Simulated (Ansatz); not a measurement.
Consider the following.

AlNi:
```xyz
2
Lattice="2.8323 0.0000 0.0000 0.0000 2.8323 0.0000 0.0000 0.0000 2.8323" Properties=species:S:1:pos:R:3 pbc="T T T"
Al     1.4161     1.4161     1.4161
Ni     0.0000     0.0000     0.0000
```

This is the LDA-relaxed structure.

Problem. All from LDA (plane waves, PAW; program Ansatz), unless another level is named. Give the highest zone-centre frequency.

Solution. 307 cm⁻¹.

Problem. What about the Debye temperature from the elastic constants?

Solution. 541 K.

Space group Pm-3m (CsCl type). The LDA relaxation kept the symmetry of its start; of distortions, only those at the zone centre were tested. No spin polarisation was allowed. As this level gives no gap, shear constants depend on the k-mesh and smearing (Fermi–Dirac, 0.1 eV here). As this level gives no gap, phonon frequencies hold no LO–TO term and depend on the k-mesh and smearing (Fermi–Dirac, 0.1 eV here).

Potentials: the earlier of the program's two PAW sets.
